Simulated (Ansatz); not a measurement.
Data:

Li2WS4:
```xyz
7
Lattice="-2.9586 2.9586 4.4377 2.9586 -2.9586 4.4377 2.9586 2.9586 -4.4377" Properties=species:S:1:pos:R:3 pbc="T T T"
Li     0.0000     2.9586     0.0000
Li     2.9586     0.0000     0.0000
W      0.0000     0.0000     0.0000
S     -1.6800     1.6800     3.2085
S      1.6800     1.6800     5.6668
S      1.6800    -1.6800     3.2085
S      1.2785     1.2785     1.2292
```

This is the LDA-relaxed structure.

All from DFT-LDA in the program Ansatz with PAW potentials, unless another level is named. Predict the Born charges (a third of the trace).

Li +0.85, W +2.59, S -1.07 e.

Next, the electronic dielectric constant ε∞ (DFPT)?

4.98 (xx = yy), 5.36 (zz).

Next, the largest static χ(2) component?

50 pm/V.

Space group I-42m. The first step of the workflow began from a Materials Project structure, measured or hypothetical; the Crystallography Open Database copy checked does not list it. Whether it is the stable phase at ambient conditions was not checked. The LDA relaxation kept the symmetry of its start; its stability against distortions is not shown here. No spin polarisation was allowed. A crystal of weakly bound layers computed without a dispersion correction: the cell and the soft elastic constants depend strongly on that. Scalar-relativistic: spin–orbit coupling is off unless named, which matters more the heavier the elements.

Potentials: the later of the program's two PAW sets.
